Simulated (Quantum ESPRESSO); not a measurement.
## Band energies of GaN

```
GaN
1.0
    3.15028     0.00000     0.00000
   -1.57514     2.72822     0.00000
    0.00000     0.00000     5.13566
N Ga
2 2
Direct
  0.66667   0.33333   0.87570
  0.33333   0.66667   0.37570
  0.66667   0.33333   0.49930
  0.33333   0.66667   0.99930
```

LDA (pw.x of Quantum ESPRESSO, ONCV potentials, scalar-relativistic); path ΓMKΓALHA,LM,KH; energies in eV from the valence-band maximum.

```
k (1/Å)  point  band 14  band 15  band 16  band 17  band 18  band 19  band 20  band 21
-------  -----  -------  -------  -------  -------  -------  -------  -------  -------
0.00         Γ    -1.08    -1.08    -0.05     0.00     0.00     2.18     4.42     9.24
0.35              -2.55    -1.53    -1.47    -0.29    -0.21     3.45     5.53     8.37
0.69              -4.83    -3.57    -2.34    -1.09    -0.69     4.82     5.92     6.96
1.04              -5.35    -4.50    -2.84    -2.20    -1.02     5.05     5.72     6.08
1.15         M    -5.46    -4.40    -2.88    -2.34    -1.05     5.04     5.70     6.03
1.37              -5.40    -4.34    -3.40    -2.40    -1.53     5.73     5.85     6.31
1.82         K    -5.51    -5.51    -3.13    -3.13    -2.87     5.02     7.98     7.98
2.12              -5.36    -4.25    -4.20    -2.28    -2.11     5.56     6.96     7.85
2.43              -4.41    -4.03    -2.74    -1.24    -1.10     5.38     6.86     7.35
2.74              -2.85    -2.20    -1.46    -0.39    -0.39     3.79     5.90     8.36
3.04              -1.24    -1.13    -0.20    -0.07    -0.02     2.36     4.55     9.20
3.15         Γ    -1.08    -1.08    -0.05     0.00     0.00     2.18     4.42     9.24
3.51              -1.99    -0.87    -0.87    -0.23    -0.23     3.62     4.56     8.72
3.76         A    -3.92    -0.56    -0.56    -0.56    -0.56     4.44     4.44     8.51
3.86              -3.92    -0.68    -0.68    -0.59    -0.59     4.55     4.55     8.42
4.18              -4.13    -1.85    -1.85    -1.04    -1.04     5.37     5.37     7.72
4.49              -5.43    -2.21    -2.21    -1.65    -1.65     5.00     5.00     7.88
4.80              -6.74    -2.02    -2.02    -2.01    -2.01     4.47     4.47     7.86
4.91         L    -6.86    -2.04    -2.04    -1.99    -1.99     4.43     4.43     7.84
5.24              -6.65    -3.36    -3.36    -1.68    -1.68     5.40     5.40     8.19
5.57         H    -6.39    -4.42    -4.42    -1.56    -1.56     6.53     6.53     7.28
5.84              -6.27    -3.83    -3.83    -1.67    -1.67     6.01     6.01     7.94
6.11              -5.47    -2.71    -2.71    -1.93    -1.93     5.76     5.76     8.01
6.37              -4.40    -2.05    -2.05    -1.51    -1.51     5.68     5.68     7.62
6.73              -3.92    -0.89    -0.89    -0.66    -0.66     4.73     4.73     8.27
6.90         A    -3.92    -0.56    -0.56    -0.56    -0.56     4.44     4.44     8.51
6.90         L    -6.86    -2.04    -2.04    -1.99    -1.99     4.43     4.43     7.84
7.21              -6.08    -3.44    -2.65    -1.79    -1.36     4.35     5.09     7.65
7.52         M    -5.46    -4.40    -2.88    -2.34    -1.05     5.04     5.70     6.03
7.52         K    -5.51    -5.51    -3.13    -3.13    -2.87     5.02     7.98     7.98
7.72              -5.80    -5.42    -3.12    -2.69    -2.69     5.39     7.68     7.68
8.13         H    -6.39    -4.42    -4.42    -1.56    -1.56     6.53     6.53     7.28
```

The LDA gap is direct, 2.18 eV at Γ.

Spin-orbit splittings are left out.

Geometry relaxed with LDA.
